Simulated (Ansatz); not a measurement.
# One input, then a changed one: NaZr₂ (C15 type)

First run: DFT, PBE, all-electron LAPW, scalar-relativistic (Ansatz 0.2.0).

Command: `ansatz run input.yaml --threads 2 --pin off --max-ram 5120MiB --backend cpu --events-out ev --progress --plain --runs-dir out` It took 61 s on 2 threads of Arm Neoverse V1 (shared host), peak memory 0.56 GiB.

```yaml
crystal:
  lattice:
    - [0.0, 4.2947616489, 4.2947616489]
    - [4.2947616489, 0.0, 4.2947616489]
    - [4.2947616489, 4.2947616489, 0.0]
  atoms:
    - { symbol: Na, position: [0.125, 0.125, 0.125] }
    - { symbol: Na, position: [-0.125, -0.125, -0.125] }
    - { symbol: Zr, position: [0.5, 0.5, 0.5] }
    - { symbol: Zr, position: [0.5, 0.5, 0.0] }
    - { symbol: Zr, position: [0.5, 0.0, 0.5] }
    - { symbol: Zr, position: [0.0, 0.5, 0.5] }
kpoints:
  mp_grid: { grid: [7, 7, 7] }
  band_path:
    path:
      - [0.0, 0.0, 0.0]
      - [0.5, 0.0, 0.5]
      - [0.625, 0.25, 0.625]
      - [0.375, 0.375, 0.75]
      - [0.0, 0.0, 0.0]
      - [0.5, 0.5, 0.5]
      - [0.5, 0.25, 0.75]
      - [0.5, 0.0, 0.5]
    npoints: 14
scf:
  occupations: { method: fermi_dirac, width: 0.05 }
hamiltonian:
  xc: pbe
  pseudopotentials: { kind: all_electron, lapw: { basis_error: 0.001 } }
output:
  forces: true
  stress: true
  eigenvalues: true
  populations: true
  dos: { projected: true, de: 0.2, e_range: [-14, 8] }
```

The cell comes from a relaxation on PAW files under the same functional, begun from a prototype that needn't be the stable phase.

It converges in 11 SCF iterations at a pressure of 0.01 GPa.

The input is then changed:

```diff
   occupations: { method: fermi_dirac, width: 0.05 }
+  mixing: { preconditioner: none }
 hamiltonian:
   populations: true
-  dos: { projected: true, de: 0.2, e_range: [-14, 8] }
+accuracy: medium
```

Task: Predict the outcome of the changed run.

Result: It converges in 7 SCF iterations at a pressure of 0.01 GPa, free energy 0.0 meV/atom against the first run's. Results part of its log:
```
SCF 1 converged in 7 iterations: F = -400544.532609 eV  dr2 = 6.28e-8
NSCF: frozen V_eff on 99 k-points
SCF converged after 7 iterations
Free energy (F): -400544.532609 eV
Harris-Foulkes:  -400544.532609 eV  (|F-HF|=1.37e-8)
Internal energy: -400544.461522 eV  (E = F + TS)
E sigma→0 (E₀):  -400544.497066 eV
Entropy (-TS):   -0.071088 eV (-11.848 meV/atom)
Fermi energy:    9.617696 eV
--- Per-component energies (eV) ---
  E_band       = -14501.057289
[... lines left out ...]
  k-point 2: bands = ["-301.8495", "-301.8495", "-301.8495", "-301.8495", "-301.8495", "-301.8495", "-301.8495", "-301.8495", "-301.8319", "-301.8319", "-301.8319", "-301.8319", "-159.0054", "-159.0054", "-159.0054", "-159.0054", "-159.0054", "-159.0054", "-159.0054", "-159.0054", "-158.9911", "-158.9911", "-158.9911", "-158.9911", "-158.9851", "-158.9851", "-158.9851", "-158.9851", "-158.9851", "-158.9851", "-158.9851", "-158.9851", "-41.5885", "-41.5874", "-39.0369", "-38.9089", "-38.8856", "-38.8856", "-17.6799", "-17.2943", "-17.2943", "-17.2836", "-17.1508", "-17.1508", "-16.8443", "-16.8443", "-16.7580", "-16.7157", "-16.5223", "-16.5223", "-13.5269", "-13.5269", "-13.5259", "-13.5153", "-13.5135", "-13.5135", "5.6559", "7.2636", "8.1228", "8.2720", "8.3140", "8.3140", "9.0618", "9.0618", "9.5643", "9.5643", "10.5689", "10.9086", "10.9086", "11.1549", "11.7411", "11.7411", "12.7846", "12.9825", "12.9825", "13.2209", "13.4419", "13.4419"]
  k-point 19: bands = ["-301.8495", "-301.8495", "-301.8495", "-301.8495", "-301.8495", "-301.8495", "-301.8495", "-301.8495", "-301.8319", "-301.8319", "-301.8319", "-301.8319", "-159.0054", "-159.0054", "-159.0054", "-159.0054", "-159.0054", "-159.0054", "-159.0054", "-159.0054", "-158.9911", "-158.9911", "-158.9911", "-158.9911", "-158.9851", "-158.9851", "-158.9851", "-158.9851", "-158.9851", "-158.9851", "-158.9851", "-158.9851", "-41.5880", "-41.5878", "-38.9854", "-38.9613", "-38.8857", "-38.8856", "-17.4167", "-17.2909", "-17.2027", "-17.1968", "-17.0878", "-17.0849", "-16.9666", "-16.9549", "-16.8743", "-16.8344", "-16.6228", "-16.5801", "-13.5288", "-13.5279", "-13.5213", "-13.5191", "-13.5127", "-13.5123", "7.1565", "7.6890", "7.9768", "8.2295", "8.9014", "9.0967", "9.3095", "9.3143", "9.4349", "9.5287", "9.9207", "10.1029", "10.2334", "10.4768", "10.9891", "11.4315", "11.6268", "11.8690", "12.0069", "12.3616", "13.3216", "13.5936"]
--- Löwdin populations: 6 sites ---
  site symbol       q [e]
     0     Na     10.7014
     1     Na     10.7014
     2     Zr     40.0811
     3     Zr     40.0811
     4     Zr     40.0811
     5     Zr     40.0811
  spilling = 0.001499 (of n_electrons = 182.000000)
```
